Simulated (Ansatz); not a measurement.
Relaxed SrVO$_{3}$ (cubic perovskite):

```yaml
crystal:
  lattice:
    - [3.85762, 0.00000, 0.00000]
    - [0.00000, 3.85762, 0.00000]
    - [0.00000, 0.00000, 3.85762]
  atoms:
    - { symbol: Sr, position: [0.00000, 0.00000, 0.00000] }
    - { symbol: V, position: [0.50000, 0.50000, 0.50000] }
    - { symbol: O, position: [0.00000, 0.50000, 0.50000] }
    - { symbol: O, position: [0.50000, 0.50000, 0.00000] }
    - { symbol: O, position: [0.50000, 0.00000, 0.50000] }
```

In this cell atom 1 (Sr, nearest neighbour O at 2.728 Å; its periodic images, 3.9 Å or more away, move with it) is moved by s along Cartesian z, unit vector (0.000, 0.000, 1.000); all other atoms and the cell stay fixed.

Computed with PBE (plane waves to 420 eV, PAW, scalar-relativistic; Ansatz, an electronic-structure program). k mesh 10×10×10 (Γ-centred), Fermi-Dirac smearing 0.05 eV. E stands for the smeared free energy. With partly filled bands, energies and forces of such displacements shift with the k mesh and the smearing. SrVO3 is run without spin polarisation and with no Hubbard U. SrVO3 was relaxed with its symmetry unable to fall. The zero of ΔE is the undisplaced structure. The last digit holds for this mesh only.

```tsv
s (Å)	ΔE (meV/cell)
-0.550	withheld
-0.440	440.0
-0.330	236.4
-0.220	101.4
-0.110	24.8
0.000	0.0
0.110	24.8
0.220	101.4
0.330	236.4
0.440	440.0
0.550	withheld
```

### Question
Fit an even polynomial form (powers 2, 4) to the given rows and predict ΔE at s = 0.550.

### Answer
Least squares on the 9 given rows: ΔE = (2038)·s² + (1212)·s⁴, in meV/cell with s in Å; root-mean-square residual 0.06 meV/cell. At 0.550 the fit gives 727.4 meV/cell; the calculation gives 724.6 meV/cell, so the extrapolation is off by 2.8 (+0.4 %). The quadratic term alone would give 616.5 meV/cell.

(For displaced atoms, the force is minus the slope of the energy, and its curvature is a force constant, which sets phonon frequencies.)
